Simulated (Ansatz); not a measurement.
AlWO4:
```cif
data_AlO4W
_chemical_formula_sum 'Al1 W1 O4'
_space_group_name_H-M_alt 'P 1'
_space_group_IT_number 1
_cell_length_a 4.59521
_cell_length_b 4.59521
_cell_length_c 2.81794
_cell_angle_alpha 90.000
_cell_angle_beta 90.000
_cell_angle_gamma 92.665
loop_
_space_group_symop_operation_xyz
  'x, y, z'
loop_
_atom_site_label
_atom_site_type_symbol
_atom_site_fract_x
_atom_site_fract_y
_atom_site_fract_z
_atom_site_occupancy
Al1 Al 0.50000 0.50000 0.00000 1
W1 W 0.00000 0.00000 0.50000 1
O1 O 0.30037 0.30037 0.50000 1
O2 O 0.69963 0.69963 0.50000 1
O3 O 0.78556 0.21444 0.00000 1
O4 O 0.21444 0.78556 0.00000 1
```

This is the PBEsol-relaxed structure.

Problem. All from DFT-PBEsol in the program Ansatz with PAW potentials, unless another level is named. Predict the electronic character.

Solution. metallic (no gap).

Problem. Next, the formation energy from the elements (no fitted shifts)?

Solution. -2471 meV/atom.

Problem. What about the density of states at the Fermi level?

Solution. 0.20 states/eV per atom (mean over ±0.08 eV).

Space group Cmmm. The first step of the workflow began from a Materials Project structure, measured or hypothetical; the Crystallography Open Database copy checked does not list it. COD files the formula under space group No. 12, so this cell is another polymorph or a model. Its standing as an ambient phase is unchecked. The cell was relaxed with PBEsol under the symmetry of its start; whether a distortion lowers the energy is not shown. No spin polarisation was allowed. No Hubbard U is applied. With an odd number of electrons in the cell and no spin polarisation, the count alone makes it a metal. The references are the lowest solids computed at this level, not always the standard phases (solids in place of the gases). Scalar-relativistic: spin–orbit coupling is off unless named, which matters more the heavier the elements.

Potentials: the later of the program's two PAW sets.
